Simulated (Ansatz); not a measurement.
Space group P4/nmm:1 (No. 129). a = 3.879 Å, b = 3.879 Å, c = 7.364 Å, α = 90.00°, β = 90.00°, γ = 90.00°
```tsv
atom	site	symmetry	x	y	z
Bi	2c	4mm	0.5000	0.0000	0.3287
Cl	2c	4mm	0.0000	0.5000	0.1495
O	2b	-4m2	0.0000	0.0000	0.5000
```

Equation of state of this BiClO structure (not necessarily the ground state), with shape and atoms relaxed at each volume where symmetry leaves them free. These are results of DFT PBEsol, scalar-relativistic, plane waves, PAW in Ansatz 0.2.0, not measurements.

Cutoff 420 eV; k points 6×6×4 on the computed 6-atom cell (Γ-centred); Gaussian smearing, width 0.02 eV; no spin polarisation.

| V (Å³/atom) | E − E(largest V) (meV/atom) | P (GPa) | gap on mesh (eV) |
| --- | --- | --- | --- |
| 17.361 | 7.45 | 4.02 | 2.64 |
| 17.915 | -2.05 | 1.63 | 2.60 |
| 18.470 | -4.63 | 0.03 | 2.57 |
| 19.024 | -3.14 | -0.84 | 2.56 |
| 19.578 | 0.00 | -1.06 | 2.57 |

Fit a third-order Birch–Murnaghan equation to E(V).

V0 = 18.49 Å³/atom, B0 = 37 GPa, B0' = 21.2. B0' is unusual or poorly fixed by this range.

Spin-orbit coupling is left out, which matters for the bands of heavy elements.

Cost: 5 runs of about 3.6 core-minutes in all, on Intel Xeon Platinum 8259CL (Skylake/Cascade Lake) (shared hosts).